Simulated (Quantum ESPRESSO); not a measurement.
## Calculated data, MgAl3As3S (made-up cell)

All values are calculated (Quantum ESPRESSO 7.5). Calculation on a made-up crystal cell, not a measurement: periodic Kohn-Sham density functional theory in plane waves with PseudoDojo standard norm-conserving scalar-relativistic pseudopotentials, each functional with its own files (v0.5 for PBE, v0.4.1 for LDA and PBEsol), no spin polarisation, no spin-orbit coupling, atoms not relaxed, stress positive in tension, energies less a fixed whole-eV offset for each atom's element; levels are Kohn-Sham levels at fractions of this cell's reciprocal vectors, counted from the reference band (half the neutral cell's valence electrons, rounded up) at Gamma; error bars cover cutoff and k-mesh only, not smearing or the files; added strain carries the atoms with the cell, and shear is the tensor component; each bar is the largest change over components, and at least 0.002 eV, 0.002 eV per angstrom or 0.02 GPa; energies are for the whole cell, and the offsets were chosen from early runs and are not element reference energies.

Common to all runs: lattice type zincblende/diamond; functional pbe; cutoff 1143 eV; fermi dirac smearing 0.025 eV; scf tolerance 1e-07 eV; electrons removed 0; added strain kind biaxial xx and yy; k mesh 4 x 4 x 4, shifted by half a step.

(1) MgAl3As3S (made-up cell)

Unstrained structure:
```xyz
8
Lattice="5.6108 -0.0811 -0.0473 -0.0811 5.6770 -0.0638 -0.0473 -0.0638 5.5706" Properties=species:S:1:pos:R:3 MgAl3As3S
Al     0.0187    -0.0311     0.0221
Al    -0.0927     2.7958     2.6993
Al     2.7256    -0.0210     2.7364
Mg     2.7624     2.7760    -0.0615
As     1.4103     1.4240     1.3732
S      1.2722     4.2410     4.1260
As     4.1820     1.3160     4.1174
As     4.1053     4.1861     1.2514
```

| Item | Value |
| --- | --- |
| added strain | -0.0189 |
| structure shown | before the added strain of -0.0189 |
| free energy less offsets | 4.313 eV |
| smearing term minus ts | 0 eV |
| scf iterations | 10 |
| pressure | 7.597 GPa |
| stress xx | -7.859 GPa |
| stress yy | -7.494 GPa |
| stress zz | -7.438 GPa |
| stress yz | -1.349 GPa |
| stress xz | -0.3669 GPa |
| stress xy | -2.735 GPa |
| reference band | 35 |
| error bar energy | 0.005817 eV |
| error bar stress | 0.02 GPa |
| error bar force | 0.004397 eV/Å |
| error bar next band up | 0.002 eV |
| error bars from | tighter rerun of a related cell |

Atoms:
```
atoms element  atom site  atom energy offset (eV)
           Al          1                      -64
           Al          2                      -64
           Al          3                      -64
           Mg          4                    -1617
           As          5                    -2887
            S          6                     -302
           As          7                    -2887
           As          8                    -2887
```

Forces:
```
site  x (eV/Å)  y (eV/Å)   z (eV/Å)
   1   -0.2776    0.4648    -0.3778
   2    -0.188    0.3075    0.08421
   3    0.5171   -0.5844     0.1164
   4   -0.5126   0.06943     -1.289
   5   -0.7886   -0.5484     0.5152
   6  -0.08044   0.05252    -0.5591
   7    0.6081    -0.572  0.0004765
   8     0.722    0.8106      1.509
```

Levels:
```
level k point  next band up (eV)
        Gamma              1.007
(1/2,1/2,1/2)              1.519
   (0.15,0,0)              1.292
   (0,0.15,0)              1.301
   (0,0,0.15)              1.342
```

(2) MgAl3As3S (made-up cell)

Structure as in entry 1.

| Property | Result |
| --- | --- |
| added strain | -0.0145 |
| structure shown | before the added strain of -0.0145 |
| free energy less offsets | 4.244 eV |
| smearing term minus ts | 0 eV |
| scf iterations | 10 |
| pressure | 6.791 GPa |
| stress xx | -7.003 GPa |
| stress yy | -6.619 GPa |
| stress zz | -6.749 GPa |
| stress yz | -1.325 GPa |
| stress xz | -0.3668 GPa |
| stress xy | -2.674 GPa |
| reference band | 35 |
| error bar energy | 0.005817 eV |
| error bar stress | 0.02 GPa |
| error bar force | 0.004397 eV/Å |
| error bar next band up | 0.002 eV |
| error bars from | tighter rerun of a related cell |

Atoms:
```
atoms element  atom site  atom energy offset (eV)
           Al          1                      -64
           Al          2                      -64
           Al          3                      -64
           Mg          4                    -1617
           As          5                    -2887
            S          6                     -302
           As          7                    -2887
           As          8                    -2887
```

Forces:
```
site  x (eV/Å)  y (eV/Å)   z (eV/Å)
   1   -0.2804    0.4653    -0.3625
   2   -0.1884    0.2922    0.07944
   3     0.522   -0.5572     0.1121
   4   -0.4889   0.07045     -1.256
   5   -0.7906   -0.5562     0.5069
   6  -0.08984   0.05947    -0.5491
   7    0.5975   -0.5731  -0.001392
   8    0.7186     0.799       1.47
```

Levels:
```
level k point  next band up (eV)
        Gamma              1.017
(1/2,1/2,1/2)              1.496
   (0.15,0,0)              1.304
   (0,0.15,0)              1.311
   (0,0,0.15)              1.351
```

(3) MgAl3As3S (made-up cell)

Structure as in entry 1.

| Property | Result |
| --- | --- |
| added strain | -0.0073 |
| structure shown | before the added strain of -0.0073 |
| free energy less offsets | 4.147 eV |
| smearing term minus ts | 0 eV |
| scf iterations | 10 |
| pressure | 5.532 GPa |
| stress xx | -5.664 GPa |
| stress yy | -5.252 GPa |
| stress zz | -5.681 GPa |
| stress yz | -1.292 GPa |
| stress xz | -0.3688 GPa |
| stress xy | -2.578 GPa |
| reference band | 35 |
| error bar energy | 0.005817 eV |
| error bar stress | 0.02 GPa |
| error bar force | 0.004397 eV/Å |
| error bar next band up | 0.002 eV |
| error bars from | tighter rerun of a related cell |

Atoms:
```
atoms element  atom site  atom energy offset (eV)
           Al          1                      -64
           Al          2                      -64
           Al          3                      -64
           Mg          4                    -1617
           As          5                    -2887
            S          6                     -302
           As          7                    -2887
           As          8                    -2887
```

Forces:
```
site  x (eV/Å)  y (eV/Å)  z (eV/Å)
   1   -0.2863    0.4658   -0.3397
   2   -0.1932     0.269   0.07234
   3    0.5302   -0.5141    0.1053
   4   -0.4526   0.06902    -1.203
   5   -0.7903    -0.568    0.4911
   6   -0.1047   0.07153   -0.5326
   7    0.5811   -0.5735  -0.00433
   8    0.7158    0.7803      1.41
```

Levels:
```
level k point  next band up (eV)
        Gamma              1.025
(1/2,1/2,1/2)              1.456
   (0.15,0,0)              1.319
   (0,0.15,0)              1.325
   (0,0,0.15)              1.361
```

(4) MgAl3As3S (made-up cell)

Structure as in entry 1.

| Item | Value |
| --- | --- |
| added strain | 0.0037 |
| structure shown | before the added strain of 0.0037 |
| free energy less offsets | 4.038 eV |
| smearing term minus ts | 0 eV |
| scf iterations | 10 |
| pressure | 3.753 GPa |
| stress xx | -3.759 GPa |
| stress yy | -3.309 GPa |
| stress zz | -4.192 GPa |
| stress yz | -1.243 GPa |
| stress xz | -0.3669 GPa |
| stress xy | -2.439 GPa |
| reference band | 35 |
| error bar energy | 0.005817 eV |
| error bar stress | 0.02 GPa |
| error bar force | 0.004397 eV/Å |
| error bar next band up | 0.002 eV |
| error bars from | tighter rerun of this cell |

Atoms:
```
atoms element  atom site  atom energy offset (eV)
           Al          1                      -64
           Al          2                      -64
           Al          3                      -64
           Mg          4                    -1617
           As          5                    -2887
            S          6                     -302
           As          7                    -2887
           As          8                    -2887
```

Forces:
```
site  x (eV/Å)  y (eV/Å)   z (eV/Å)
   1   -0.2932    0.4668    -0.3071
   2   -0.1999    0.2345    0.06297
   3    0.5405   -0.4493    0.09564
   4   -0.3992   0.06759     -1.124
   5   -0.7889   -0.5852     0.4681
   6    -0.127   0.08788     -0.508
   7    0.5575   -0.5735  -0.008908
   8    0.7102    0.7512      1.321
```

Levels:
```
level k point  next band up (eV)
        Gamma              1.023
(1/2,1/2,1/2)               1.39
   (0.15,0,0)              1.332
   (0,0.15,0)              1.335
   (0,0,0.15)              1.363
```

(5) MgAl3As3S (made-up cell)

Structure as in entry 1.

| Property | Result |
| --- | --- |
| added strain | 0.0062 |
| structure shown | before the added strain of 0.0062 |
| pressure | ? |
| stress xy | ? |
| stress xx | ? |

Atoms:
```
atoms element  atom site  atom energy offset (eV)
           Al          1                      -64
           Al          2                      -64
           Al          3                      -64
           Mg          4                    -1617
           As          5                    -2887
            S          6                     -302
           As          7                    -2887
           As          8                    -2887
```

(6) MgAl3As3S (made-up cell)

Structure as in entry 1.

| Item | Value |
| --- | --- |
| added strain | 0.0133 |
| structure shown | before the added strain of 0.0133 |
| stress xy | ? |
| stress xz | ? |

Atoms:
```
atoms element  atom site  atom energy offset (eV)
           Al          1                      -64
           Al          2                      -64
           Al          3                      -64
           Mg          4                    -1617
           As          5                    -2887
            S          6                     -302
           As          7                    -2887
           As          8                    -2887
```

## Withheld values
1. What pressure does the calculation give for MgAl3As3S (made-up cell) (entry 5)?
2. Give the missing stress xy for MgAl3As3S (made-up cell) (entry 5).
3. Give the missing stress xx for MgAl3As3S (made-up cell) (entry 5).
4. Give the table of forces values for MgAl3As3S (made-up cell) (entry 5).
5. What stress xy does the calculation give for MgAl3As3S (made-up cell) (entry 6)?
6. Give the missing stress xz for MgAl3As3S (made-up cell) (entry 6).
7. Give the table of forces values for MgAl3As3S (made-up cell) (entry 6).

Calculated values
1. 3.373 GPa
2. -2.408 GPa
3. -3.35 GPa
4. 
Forces:
```
site  x (eV/Å)  y (eV/Å)   z (eV/Å)
   1    -0.294    0.4672    -0.3004
   2   -0.2004    0.2266    0.06093
   3    0.5426    -0.436     0.0936
   4   -0.3877   0.06798     -1.106
   5   -0.7889    -0.588     0.4628
   6   -0.1319   0.09151    -0.5026
   7    0.5529   -0.5737  -0.009719
   8    0.7076    0.7443      1.301
```
5. -2.322 GPa
6. -0.3662 GPa
7. 
Forces:
```
site  x (eV/Å)  y (eV/Å)  z (eV/Å)
   1    -0.297    0.4671   -0.2808
   2   -0.2044    0.2047   0.05571
   3    0.5479   -0.3968   0.08814
   4    -0.355   0.06664    -1.058
   5   -0.7881   -0.5979    0.4482
   6    -0.145    0.1022   -0.4872
   7     0.538   -0.5722  -0.01175
   8    0.7035    0.7263     1.246
```

Further results for MgAl3As3S (made-up cell) (entry 5):

| Item | Value |
| --- | --- |
| free energy less offsets | 4.019 eV |
| smearing term minus ts | 0 eV |
| scf iterations | 10 |
| stress yy | -2.891 GPa |
| stress zz | -3.877 GPa |
| stress yz | -1.232 GPa |
| stress xz | -0.3664 GPa |
| reference band | 35 |
| error bar energy | 0.005817 eV |
| error bar stress | 0.02 GPa |
| error bar force | 0.004397 eV/Å |
| error bar next band up | 0.002 eV |
| error bars from | tighter rerun of a related cell |

Levels:
```
level k point  next band up (eV)
        Gamma               1.02
(1/2,1/2,1/2)              1.375
   (0.15,0,0)              1.333
   (0,0.15,0)              1.336
   (0,0,0.15)              1.362
```

Further results for MgAl3As3S (made-up cell) (entry 6):

| Quantity | Value |
| --- | --- |
| free energy less offsets | 3.979 eV |
| smearing term minus ts | 0 eV |
| scf iterations | 10 |
| pressure | 2.334 GPa |
| stress xx | -2.23 GPa |
| stress yy | -1.75 GPa |
| stress zz | -3.023 GPa |
| stress yz | -1.2 GPa |
| reference band | 35 |
| error bar energy | 0.005817 eV |
| error bar stress | 0.02 GPa |
| error bar force | 0.004397 eV/Å |
| error bar next band up | 0.002 eV |
| error bars from | tighter rerun of a related cell |

Levels:
```
level k point  next band up (eV)
        Gamma              1.005
(1/2,1/2,1/2)              1.329
   (0.15,0,0)              1.333
   (0,0.15,0)              1.334
   (0,0,0.15)              1.354
```
